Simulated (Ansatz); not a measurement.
## CsLuS₂ (R-3m): volume and gaps against pressure

```
CELL_PARAMETERS angstrom
1.99904 1.15415 8.03618
-1.99904 1.15415 8.03618
0.00000 -2.30830 8.03618
ATOMIC_POSITIONS crystal
Cs 0.00000 0.00000 0.00000
Lu 0.50000 0.50000 0.50000
S 0.77378 0.77378 0.77378
S 0.22622 0.22622 0.22622
```

This is the zero-pressure cell under r²SCAN. Cell and atoms are relaxed by PAW (default files of Ansatz 0.2.0, cutoff 500 eV, stress met within about 0.05 GPa) at each pressure, in this structure whether or not another phase would take over; P is the pressure reached, less that of this cell (which was relaxed on a denser, smeared mesh). Levels come from r²SCAN, PAW on Ansatz 0.2.0's default frozen-core files (fitted under PBE), scalar-relativistic; k mesh 6×6×6, fixed occupations, cutoff 500 eV. Conduction levels are in eV over the valence top (at Γ), at fixed fractional wave vectors.

```
P (GPa)    V/V₀     c/a  F (oblique)  L (oblique)      Γ  T ∥ z
  -2.00  1.0480  6.0231        2.524        3.249  3.198  3.534
   0.00  1.0000  6.0300        2.427        3.165  3.301  3.635
   2.00  0.9621  6.0413        2.330        3.082  3.350  3.697
   3.99       ?       ?            ?            ?      ?      ?
   7.00  0.8910  6.0939        2.086        2.872  3.341  3.747
  10.00  0.8583  6.1291        1.943        2.747  3.301  3.744
```

Problem. Fit the third-order Birch-Murnaghan equation to the rows shown.

Solution. With f = [(V₀/V)^(2/3) − 1]/2, the normalised pressure F = P/[3f(1 + 2f)^(5/2)] is 46.8 GPa at f = -0.0154, 47.8 GPa at f = 0.0131, 48.1 GPa at f = 0.0400, 48.2 GPa at f = 0.0536. The line F = B₀[1 + (3/2)(B′ − 4)f] gives B₀ = 47.3 GPa and B′ = 4.3.

Problem. What are the volume deformation potentials and pressure coefficients of these levels at zero pressure?

Solution. 

```csv
level,dE/dlnV (eV),dE/dP = −(dE/dlnV)/B₀ (meV/GPa),mean slope up to 2.0 GPa (meV/GPa)
F (oblique),2.31,-48.9,-48.3
L (oblique),1.98,-41.9,-41.2
Γ,-1.64,34.7,24.7
T ∥ z,-1.82,38.5,31.0
```

dE/dlnV is the slope of a cubic fit in ln V at V₀. The last column is read from two rows and shows how the slope bends with pressure.

Problem. Fill the row at 3.99 GPa.

Solution. The fits give V/V₀ = 0.9302 and F (oblique) = 2.231 eV. Computed: V/V₀ = 0.9305, c/a = 6.0590, F (oblique) = 2.233, L (oblique) = 2.999, Γ = 3.362, T ∥ z = 3.730.

Known limits: the structure is a database entry and needn't be the stable phase; no other phase was computed; many crystals of this kind change structure within this range, and rows or crossings beyond such a change describe a metastable lattice; frozen-core PAW files fitted under PBE, their cores solved anew for the functional of the run; no spin-orbit coupling on heavy atoms; semilocal gaps are low, and the spacing of valleys can be off by tenths of an eV; levels are read at fixed fractional k, so an edge that moves off these points is missed.
